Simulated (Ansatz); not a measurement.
# KCl under compression and expansion

```cif
data_structure
_symmetry_space_group_name_H-M 'P 1'
_symmetry_Int_Tables_number 1
_cell_length_a 4.5106
_cell_length_b 4.5106
_cell_length_c 4.5106
_cell_angle_alpha 60.000
_cell_angle_beta 60.000
_cell_angle_gamma 60.000
_cell_volume 64.89
loop_
_atom_site_label
_atom_site_type_symbol
_atom_site_fract_x
_atom_site_fract_y
_atom_site_fract_z
_atom_site_occupancy
K1 K 0.00000 0.00000 0.00000 1
Cl1 Cl 0.50000 0.50000 0.50000 1
```

The runs use the primitive cell with vectors (0.000, 3.189, 3.189), (3.189, 0.000, 3.189), (3.189, 3.189, 0.000) Å, to which the k mesh refers.

The cell was built from the rocksalt type and relaxed in the same program, and has space group Fm-3m; it needn't be a known or the stable phase.

All numbers are computed: DFT, PBE, all-electron LAPW, scalar-relativistic (Ansatz 0.2.0); DFT, PBE, PAW with Ansatz's default frozen-core files, scalar-relativistic (Ansatz 0.2.0).

For LAPW: a Γ-centred 13×13×13 k mesh, Fermi–Dirac smearing of 0.05 eV, basis error target 0.25 meV/atom, no spin polarisation. PAW takes a cutoff of 420 eV at this cell. The Ansatz runs share mesh, smearing and spin set-up. Plane-wave (PAW) pressures include the program's estimate of the Pulay term.

The cell above is scaled evenly, with fractional coordinates and shape held.

| V/V(cell) | V (Å³/atom) | P, LAPW (GPa) | P, PAW (GPa) | gap on the k mesh, LAPW (eV) | free energy over the lowest listed, PAW (meV/atom) |
| --- | --- | --- | --- | --- | --- |
| 0.9600 | 31.147 | 0.76 | 0.76 | 5.19 | 3.0 |
| 0.9800 | 31.796 | 0.37 | 0.37 | 5.12 | 0.8 |
| 1.0000 | 32.445 | 0.02 | 0.02 | 5.05 | 0.0 |
| 1.0200 | 33.094 | -0.29 | -0.29 | 4.99 | 0.6 |
| 1.0400 | 33.743 | ? | ? | ? | ? |

(1) Fill in the row V/V(cell) = 1.0400.

(2) What do Birch–Murnaghan fits to the pressures give?

Answers

(1) P, LAPW (GPa) = -0.56, P, PAW (GPa) = -0.56, gap on the k mesh, LAPW (eV) = 4.92, free energy over the lowest listed, PAW (meV/atom) = 2.3.

(2) LAPW: V0 = 32.49 Å³/atom, B0 = 16 GPa, B0′ = 4.8; PAW: V0 = 32.49 Å³/atom, B0 = 16 GPa, B0′ = 4.8.
